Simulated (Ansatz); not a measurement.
# GaS as a free-standing sheet: computed properties

GaS:
```
CELL_PARAMETERS angstrom
      3.54051     0.00000     0.00000
     -1.77025     3.06617     0.00000
      0.00000     0.00000    35.00000
ATOMIC_POSITIONS crystal
  S  0.33333 0.66667 0.43492
  S  0.66667 0.33333 0.56508
  Ga 0.00000 0.00000 0.46566
  Ga 0.00000 0.00000 0.53434
```
Free-standing layer in the xy plane with vacuum along z and no interaction between images.

Method: the program Ansatz at the LDA level (PAW). Lattice and atoms are relaxed at this level; other levels are named.

### Structure

```
Quantity                                    Result
-------------------------------------  -----------
In-plane lattice                       a = 3.541 Å
Distance between the outermost nuclei       4.56 Å
```

### Electronic structure

```
Property                                                                      Result
-------------------------------------------  ---------------------------------------
Band gap                                                          2.60 eV (indirect)
Valence-band maximum                         on the Γ–M line, 33 % of the way from Γ
Conduction-band minimum                                                         at Γ
Ionisation potential (Kohn–Sham)                                             6.41 eV
Electron affinity (Kohn–Sham)                                                3.81 eV
Electron effective mass, in the valley at Γ                                  0.20 mₑ
```

Space group P-3m1. The layer was cut from a bulk entry of the Materials Project (measured or hypothetical); whether that bulk phase is the ambient one, and whether the layer has been isolated, was not checked. Symmetry was held in the LDA relaxation; its stability against distortions is not shown here. Spin–orbit coupling is left out wherever it is not named.

Potentials: the later of the program's two PAW sets.
